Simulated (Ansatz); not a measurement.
ZnS (wurtzite, P6_3mc), DFT-PBE in the program Ansatz with PAW potentials. The conduction-band minimum lies at Γ, with 1 equivalent valley. Second derivatives d²E/dk² of the lowest band at one valley (eV·Å²), along Cartesian directions:

```json
[
 {"direction": "[100]", "d²E/dk²": "42.62"},
 {"direction": "[010]", "d²E/dk²": "42.62"},
 {"direction": "[001]", "d²E/dk²": "48.59"},
 {"direction": "[110]", "d²E/dk²": "42.62"},
 {"direction": "[101]", "d²E/dk²": "45.62"},
 {"direction": "[011]", "d²E/dk²": "45.62"}
]
```

Task: Find the principal effective masses, the density-of-states mass and the conductivity mass.

Result: Off-diagonal terms follow from H_xy = H[110] − (H_xx + H_yy)/2, and m*/mₑ = 7.620 eV·Å² over each eigenvalue: 0.16, 0.18, 0.18. One valley's DOS mass (m₁m₂m₃)^(1/3) = 0.17, conductivity mass 3/(Σ 1/mᵢ) = 0.17 mₑ.

Task: What effective density of states Nc follows at 300 K for parabolic valleys?

Result: Nc = 2.509e19 × 1 × (0.17)^(3/2) ≈ 1.8e18 cm⁻³.

The cell was relaxed with PBE under the symmetry of its start.

Potentials: the earlier of the program's two PAW sets.

Edges and masses are those of Kohn–Sham bands, whose gap is no quasiparticle gap.
